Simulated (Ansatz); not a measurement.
CuAu:
```yaml
crystal:
  lattice:
    - [1.40744, 0.81258, 4.22535]
    - [-1.40744, 0.81258, 4.22535]
    - [0.00000, -1.62517, 4.22535]
  atoms:
    - { symbol: Cu, position: [0.50000, 0.50000, 0.50000] }
    - { symbol: Au, position: [0.00000, 0.00000, 0.00000] }
```

Relaxed with PBEsol. Special points in fractions of this cell's reciprocal vectors: Γ (0.000, 0.000, 0.000); T (0.500, 0.500, 0.500); H2 (0.809, 0.191, 0.500); H0 (0.500, -0.191, 0.191); L (0.500, 0.000, 0.000); S0 (0.346, -0.346, 0.000); S2 (0.654, 0.000, 0.346); F (0.500, 0.000, 0.500).

### Question
List the band energies nearest the Fermi level at these points for the program Ansatz at the PBEsol with spin–orbit coupling level (PAW).

### Answer
In eV from the Fermi level; about four levels below and three above (degenerate sets whole), none deeper than 8.9 eV; points with the same levels are listed once.

```json
[
 {"k": "Γ", "below": "-1.40 -1.40 -0.51 -0.51", "above": "4.73 4.73 14.63 14.63"},
 {"k": "T", "below": "-2.21 -2.21 -2.10 -2.10", "above": "12.11 12.11 14.65 14.65"},
 {"k": "H2", "below": "-1.77 -1.77 -1.65 -1.65", "above": "2.65 2.65 2.70 2.70"},
 {"k": "L", "below": "-1.86 -1.86 -1.71 -1.71", "above": "0.11 0.11 1.34 1.34"},
 {"k": "S0", "below": "-1.82 -1.82 -1.68 -1.68", "above": "2.43 2.43 2.68 2.68"},
 {"k": "F", "below": "-1.48 -1.48 -1.14 -1.14", "above": "1.00 1.00 3.12 3.12"}
]
```

Space group R-3m. The first step of the workflow began from a Materials Project structure, measured or hypothetical; the Crystallography Open Database copy checked does not list it. It is not the phase usual at ambient conditions (space group No. 123). The cell was relaxed with PBEsol under the symmetry of its start; its stability against distortions is not shown here. No spin polarisation was allowed.

Potentials: the later of the program's two PAW sets.
